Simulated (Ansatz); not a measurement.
Sc:
```yaml
crystal:
  lattice:
    - [3.27714, 0.00000, 0.00000]
    - [-1.63857, 2.83808, 0.00000]
    - [0.00000, 0.00000, 5.08187]
  atoms:
    - { symbol: Sc, position: [0.33333, 0.66667, 0.75000] }
    - { symbol: Sc, position: [0.66667, 0.33333, 0.25000] }
```

Relaxed with PBEsol. Special points in fractions of this cell's reciprocal vectors: Γ (0.000, 0.000, 0.000); M (0.500, 0.000, 0.000); K (0.333, 0.333, 0.000); A (0.000, 0.000, 0.500); L (0.500, 0.000, 0.500); H (0.333, 0.333, 0.500).

Problem. List the band energies nearest the Fermi level at these points for plane-wave PAW PBEsol (Ansatz code).

Solution. In eV from the Fermi level; about four levels below and three above (degenerate sets whole), none deeper than 8.9 eV; points with the same levels are listed once.

| k | below | above |
|---|---|---|
| Γ | -5.21 -1.69 | 0.75 1.64 1.64 |
| M | -1.65 -1.11 -0.72 -0.33 | 1.35 1.37 1.96 |
| K | -0.73 -0.73 -0.63 -0.56 | 1.06 1.06 2.22 |
| A | -3.60 -3.60 | 1.02 1.02 1.54 1.54 1.54 1.54 |
| L | -1.54 -1.54 | 0.08 0.08 1.36 1.36 |
| H | -0.43 -0.43 -0.16 -0.16 | 0.30 0.30 2.49 2.49 |

Space group P6_3/mmc (hcp (Mg type)). Symmetry was held in the PBEsol relaxation. The run is not spin-polarised.

Potentials: the later of the program's two PAW sets.
